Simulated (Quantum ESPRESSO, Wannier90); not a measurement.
HfO$_{2}$ (P4₂/nmc), plane waves to Wannier functions

```
HfO2
1.0
    3.55802     0.00000     0.00000
    0.00000     3.55802     0.00000
    0.00000     0.00000     5.17186
Hf O
2 4
Direct
  0.50000   0.50000   0.50000
  0.00000   0.00000   0.00000
  0.00000   0.50000   0.69721
  0.00000   0.50000   0.19721
  0.50000   0.00000   0.80279
  0.50000   0.00000   0.30279
```

Cell from Materials Project (mp-1018721), symmetrised, no further relaxation. Not found in the COD (Crystallography Open Database) copy used, which has the formula in other groups; not checked further. Method: PBEsol plane waves in Quantum ESPRESSO 7.5 (PseudoDojo norm-conserving files, 68 Ry, spinors with spin-orbit coupling), Bloch states on a 6×6×4 mesh through Γ, Wannier90 4.0.1. Density: 10×10×6 mesh, cold smearing 0.01 Ry.

Valence charges of the files: Hf 12, O 6. 100 bands were computed.

Isolated groups of bands, relative to the valence-band maximum (bands from 49 on overlap up to the last one computed):

| bands | from (eV) | to (eV) | filling | weight on atomic waves |
|---|---|---|---|---|
| 1–4 | -59.97 | -59.95 | filled | Hf 5s 97 % |
| 5–8 | -34.39 | -34.26 | filled | Hf 5p 98 % |
| 9–16 | -27.04 | -26.49 | filled | Hf 5p 95 % |
| 17–24 | -17.95 | -15.28 | filled | O 2s 78 %, Hf 5d 12 %, Hf 6s 5 % |
| 25–48 | -5.79 | 0.00 | filled | O 2p 81 %, Hf 5d 14 % |

Wanted is a model with the orbitals Hf d, O p, without the filled groups that are mainly made of other shells (semicore states, and anion s where it isn't named); all higher bands stay in for disentanglement.

**Question.** Give num_wann, exclude_bands and num_bands, and the number of electrons that the model holds.

**Answer.** Electrons: 2×12 + 4×6 = 48, which fill 48 bands.
num_wann = 2 × (2×5 + 4×3) = 44.
exclude_bands = 1-24, 24 bands, so num_bands = 100 − 24 = 76.
The model holds 48 − 1×24 = 24 electrons. With the window frozen to 6.19 eV it follows pw.x to 0.7 meV rms (states up to 5.7 eV relative to the valence-band maximum).
